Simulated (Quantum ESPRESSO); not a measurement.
Zn3Se2Cl2, input and log of a self-consistent run

Simulated, not a measurement. The program is pw.x of Quantum ESPRESSO 7.5 (plane-wave density functional theory). The cell is made up: 7 atoms on a wurtzite lattice with one site empty, with randomly drawn elements, strain and displacements, not relaxed. PseudoDojo standard norm-conserving files (v0.5 for PBE, v0.4.1 for LDA and PBEsol) set the functional; there is no spin polarisation, spin-orbit coupling or dispersion term, and the masses in the input are unused placeholders.

Input:

```
&control calculation='scf', pseudo_dir='./dojo.nc.sr.pbe.v0_5.standard.upf', outdir='./o', disk_io='medium', tprnfor=.true., tstress=.true. /
&system ibrav=0, nat=7, ntyp=3, nbnd=59, ecutwfc=107.82251126, nosym=.true., tot_charge=0,
 occupations='smearing', smearing='fd', degauss=0.0018374661
/
&electrons conv_thr=7.350e-09, electron_maxstep=60, /
ATOMIC_SPECIES
Cl 1.0 Cl.upf
Se 1.0 Se.upf
Zn 1.0 Zn.upf
CELL_PARAMETERS angstrom
3.8781 0.0 0.0
0.0 6.7171 0.0
0.0 0.0 6.3329
ATOMIC_POSITIONS angstrom
Zn 1.9398 3.3447 0.0038
Zn 1.9174 1.1248 3.1638
Zn 0.0119 4.5149 3.1651
Se -0.0278 0.0133 2.3633
Se 1.9248 3.363 2.3935
Cl 1.9655 1.1201 5.5491
Cl 0.0157 4.4925 5.5664
K_POINTS automatic
7 6 6 1 1 1
```

The log is shortened where brackets say so; the opening notice, blank lines, dates and the lines on written files are dropped, and the path of the files is cut. It prints rydbergs, bohrs and kilobars, and counts compression as positive stress. With no partly filled state, the Fermi energy that it prints is only some level between the filled and the empty states on the mesh, and need not lie in the true gap.

```
     Program PWSCF v.7.5
     Parallel version (MPI & OpenMP), running on       1 processor cores
     Number of MPI processes:                 1
     Threads/MPI process:                     1
     [start-up lines left out]
     bravais-lattice index     =            0
     lattice parameter (alat)  =       7.3285  a.u.
     unit-cell volume          =    1113.2688 (a.u.)^3
     number of atoms/cell      =            7
     number of atomic types    =            3
     number of electrons       =       106.00
     number of Kohn-Sham states=           59
     kinetic-energy cutoff     =     107.8225  Ry
     charge density cutoff     =     431.2900  Ry
     scf convergence threshold =      7.3E-09
     mixing beta               =       0.7000
     number of iterations used =            8  plain     mixing
     Exchange-correlation= PBE
                           (   1   4   3   4   0   0   0)
     [axes and pseudopotential details left out]
   Cartesian axes
     site n.     atom                  positions (alat units)
         1        Zn     tau(   1) = (   0.5001934   0.8624584   0.0009799  )
         2        Zn     tau(   2) = (   0.4944174   0.2900389   0.8158119  )
         3        Zn     tau(   3) = (   0.0030685   1.1642041   0.8161471  )
         4        Se     tau(   4) = (  -0.0071685   0.0034295   0.6093964  )
         5        Se     tau(   5) = (   0.4963255   0.8671772   0.6171837  )
         6        Cl     tau(   6) = (   0.5068204   0.2888270   1.4308811  )
         7        Cl     tau(   7) = (   0.0040484   1.1584281   1.4353420  )
     number of k points=   126  Fermi-Dirac smearing, width (Ry)=  0.0018
     Number of k-points >= 100: set verbosity='high' to print them.
     Dense  grid:   168577 G-vectors     FFT dimensions: (  50,  90,  80)
     Estimated max dynamical RAM per process >     246.06 MB
     Initial potential from superposition of free atoms
     starting charge     105.9994, renormalised to     106.0000
     Starting wfcs are   56 randomized atomic wfcs +    3 random wfcs
     total cpu time spent up to now is       81.9 secs
     per-process dynamical memory:   131.6 Mb
     Self-consistent Calculation
     iteration #  1     ecut=   107.82 Ry     beta= 0.70
     Davidson diagonalization with overlap
     ethr =  1.00E-02,  avg # of iterations =  5.0
     Threshold (ethr) on eigenvalues was too large:
     Diagonalizing with lowered threshold
     Davidson diagonalization with overlap
     ethr =  3.32E-04,  avg # of iterations =  2.6
     total cpu time spent up to now is      624.6 secs
     total energy              =   -1805.05000390 Ry
     estimated scf accuracy    <       0.34018371 Ry
     iteration #  2     ecut=   107.82 Ry     beta= 0.70
     Davidson diagonalization with overlap
     ethr =  3.21E-04,  avg # of iterations =  5.9
     total cpu time spent up to now is     1046.6 secs
     total energy              =   -1805.13000015 Ry
     estimated scf accuracy    <       0.24991713 Ry
     iteration #  3     ecut=   107.82 Ry     beta= 0.70
     Davidson diagonalization with overlap
     ethr =  2.36E-04,  avg # of iterations =  2.2
     total cpu time spent up to now is     1289.0 secs
     total energy              =   -1805.18839951 Ry
     estimated scf accuracy    <       0.00698991 Ry
     iteration #  4     ecut=   107.82 Ry     beta= 0.70
     Davidson diagonalization with overlap
     ethr =  6.59E-06,  avg # of iterations =  7.0
     total cpu time spent up to now is     1645.1 secs
     total energy              =   -1805.19013935 Ry
     estimated scf accuracy    <       0.00154222 Ry
     iteration #  5     ecut=   107.82 Ry     beta= 0.70
     Davidson diagonalization with overlap
     ethr =  1.45E-06,  avg # of iterations =  2.8
     total cpu time spent up to now is     1944.7 secs
     total energy              =   -1805.19045707 Ry
     estimated scf accuracy    <       0.00008490 Ry
     iteration #  6     ecut=   107.82 Ry     beta= 0.70
     Davidson diagonalization with overlap
     ethr =  8.01E-08,  avg # of iterations =  2.2
     total cpu time spent up to now is     2249.4 secs
     total energy              =   -1805.19047737 Ry
     estimated scf accuracy    <       0.00001998 Ry
     iteration #  7     ecut=   107.82 Ry     beta= 0.70
     Davidson diagonalization with overlap
     ethr =  1.88E-08,  avg # of iterations =  2.0
     total cpu time spent up to now is     2556.1 secs
     total energy              =   -1805.19048286 Ry
     estimated scf accuracy    <       0.00000179 Ry
     iteration #  8     ecut=   107.82 Ry     beta= 0.70
     Davidson diagonalization with overlap
     ethr =  1.69E-09,  avg # of iterations =  2.2
     total cpu time spent up to now is     2878.0 secs
     total energy              =   -1805.19048327 Ry
     estimated scf accuracy    <       0.00000018 Ry
     iteration #  9     ecut=   107.82 Ry     beta= 0.70
     Davidson diagonalization with overlap
     ethr =  1.67E-10,  avg # of iterations =  3.2
     total cpu time spent up to now is     3194.3 secs
     total energy              =   -1805.19048332 Ry
     estimated scf accuracy    <       0.00000002 Ry
     iteration # 10     ecut=   107.82 Ry     beta= 0.70
     Davidson diagonalization with overlap
     ethr =  2.10E-11,  avg # of iterations =  3.1
     total cpu time spent up to now is     3490.1 secs
     End of self-consistent calculation
     Number of k-points >= 100: set verbosity='high' to print the bands.
     the Fermi energy is     7.4239 ev
!    total energy              =   -1805.19048332 Ry
     estimated scf accuracy    <          5.6E-09 Ry
     smearing contrib. (-TS)   =      -0.00000000 Ry
     internal energy E=F+TS    =   -1805.19048332 Ry
     The total energy is F=E-TS. E is the sum of the following terms:
     one-electron contribution =   -1569.60061193 Ry
     hartree contribution      =     799.72392597 Ry
     xc contribution           =    -249.75340706 Ry
     ewald contribution        =    -785.56039030 Ry
     convergence has been achieved in  10 iterations
     Forces acting on atoms (cartesian axes, Ry/au):
     atom    1 type  3   force =     0.00142872   -0.03380581   -0.00204020
     atom    2 type  3   force =    -0.00220037   -0.03086966    0.01236065
     atom    3 type  3   force =    -0.00752108    0.02667555   -0.01038529
     atom    4 type  2   force =     0.00315805   -0.00078814   -0.01189404
     atom    5 type  2   force =     0.00801346    0.00441704   -0.00219345
     atom    6 type  1   force =    -0.00086368    0.03592458    0.00774133
     atom    7 type  1   force =    -0.00201510   -0.00155357    0.00641100
     Total force =     0.069102     Total SCF correction =     0.000661
     Computing stress (Cartesian axis) and pressure
          total   stress  (Ry/bohr**3)                   (kbar)     P=       36.05
   0.00029693  -0.00002215  -0.00001078           43.68       -3.26       -1.59
  -0.00002215   0.00020513  -0.00004475           -3.26       30.18       -6.58
  -0.00001078  -0.00004475   0.00023321           -1.59       -6.58       34.31
     init_run     :     73.21s CPU     81.74s WALL (       1 calls)
     electrons    :   3235.94s CPU   3408.26s WALL (       1 calls)
     forces       :     38.30s CPU     39.95s WALL (       1 calls)
     stress       :    166.36s CPU    172.49s WALL (       1 calls)
     [timing details left out]
     PWSCF        :  58m35.02s CPU      1h 1m WALL
     JOB DONE.
```

In other units: free energy -24560.868 eV for the cell, pressure 3.61 GPa, largest force component 0.924 eV/Å. This run is the check on a run of the same cell at 1170 eV and a 5 x 4 x 4 mesh: rerunning at 1467 eV and a 7 x 6 x 6 mesh moved values by no more than 0.007 eV in energy, 0.06 GPa in stress and 0.003 eV/Å in force.